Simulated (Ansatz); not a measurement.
**HfW$_{2}$: reading a single point**

```yaml
crystal:
  lattice:
    - [0.00000, 3.81895, 3.81895]
    - [3.81895, 0.00000, 3.81895]
    - [3.81895, 3.81895, 0.00000]
  atoms:
    - { symbol: W, position: [0.62500, 0.62500, 0.62500] }
    - { symbol: W, position: [0.12500, 0.62500, 0.62500] }
    - { symbol: W, position: [0.62500, 0.62500, 0.12500] }
    - { symbol: W, position: [0.62500, 0.12500, 0.62500] }
    - { symbol: Hf, position: [0.00000, 0.00000, 0.00000] }
    - { symbol: Hf, position: [0.25000, 0.25000, 0.25000] }
```

The numbers come from plane-wave PAW DFT (Ansatz): r2SCAN, no spin polarisation, 500 eV, 6×6×6 Γ-centred k points, cold occupations (width 0.0287 eV). Nothing was relaxed.

(1) Is the cell too large or too small?

(2) What is the formation energy?

(3) What do density and ELF say about some of the short contacts?

(4) Give the Bader charges.

(5) Is there a gap?

Origin: a database entry at a rescaled volume.

## Answers

(1) The pressure is -4.6 GPa (compression positive), so with the atoms held at these fractions the cell would first shrink.

(2) -0.16 eV an atom against the elements' usual phases (free molecules for gases, crystals otherwise, with no correction for O₂ or N₂), so it is bound against them; other compounds may still compete. Relaxing would lower it.

(3) W–W at 2.70 Å: least valence density 0.43 e/Å³ and ELF 0.33 there. W–Hf at 3.17 Å: least valence density 0.21 e/Å³ and ELF 0.29 there. Hf–Hf at 3.31 Å: least valence density 0.14 e/Å³ and ELF 0.18 there. These are pseudo-fields; inside the PAW spheres they differ from the all-electron ones.

(4) Bader charges in e: Hf +1.54, W -0.77. In the mean Hf gives up most and W takes most.

(5) It is a metal, with about 2.3 states/eV a cell as the mean within 0.25 eV of the Fermi level, mostly W d (63 %) and Hf d (24 %).
